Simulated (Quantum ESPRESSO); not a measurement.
**Kohn-Sham bands of CsPbI₃ (cubic perovskite)**

```
CELL_PARAMETERS angstrom
      6.27514     0.00000     0.00000
      0.00000     6.27514     0.00000
      0.00000     0.00000     6.27514
ATOMIC_POSITIONS crystal
  Cs 0.50000 0.50000 0.50000
  Pb 0.00000 0.00000 0.00000
  I  0.00000 0.00000 0.50000
  I  0.50000 0.00000 0.00000
  I  0.00000 0.50000 0.00000
```

Structure: Materials Project mp-1069538, symmetrised, not relaxed again. Not found in the COD (Crystallography Open Database) copy used, which has the formula in other groups; not checked further. Computed values, not measurements, from PBEsol: Quantum ESPRESSO (norm-conserving PseudoDojo potentials, cutoff 56 Ry, no spin polarisation, no spin-orbit coupling) on a Γ-centred 6×6×6 mesh, then Wannier90. Density: 6×6×6 mesh, cold smearing 0.01 Ry. Spin-orbit coupling is left out although heavy elements are present.

Energies are relative to the valence-band maximum; weights are on the orthonormalised atomic waves of the pseudopotential files, averaged over the group. 44 electrons a cell are treated as valence.

Question: Into which isolated groups do the bands fall, where do they lie and what are they made of?

Answer: 
```json
[
 {"bands": "1", "from (eV)": "-21.50", "to (eV)": "-21.50", "filling": "filled", "weight on atomic waves": "Cs 5s 100 %"},
 {"bands": "2–6", "from (eV)": "-16.71", "to (eV)": "-16.64", "filling": "filled", "weight on atomic waves": "Pb 5d 100 %"},
 {"bands": "7–9", "from (eV)": "-12.51", "to (eV)": "-11.66", "filling": "filled", "weight on atomic waves": "I 5s 90 %, Pb 6p 5 %"},
 {"bands": "10–13", "from (eV)": "-8.79", "to (eV)": "-6.98", "filling": "filled", "weight on atomic waves": "Cs 5p 75 %, Pb 6s 18 %, I 5p 5 %"},
 {"bands": "14–22", "from (eV)": "-3.81", "to (eV)": "0.00", "filling": "filled", "weight on atomic waves": "I 5p 88 %, Pb 6p 8 %"}
]
```

The Kohn-Sham gap over both meshes and the path is 1.24 eV.
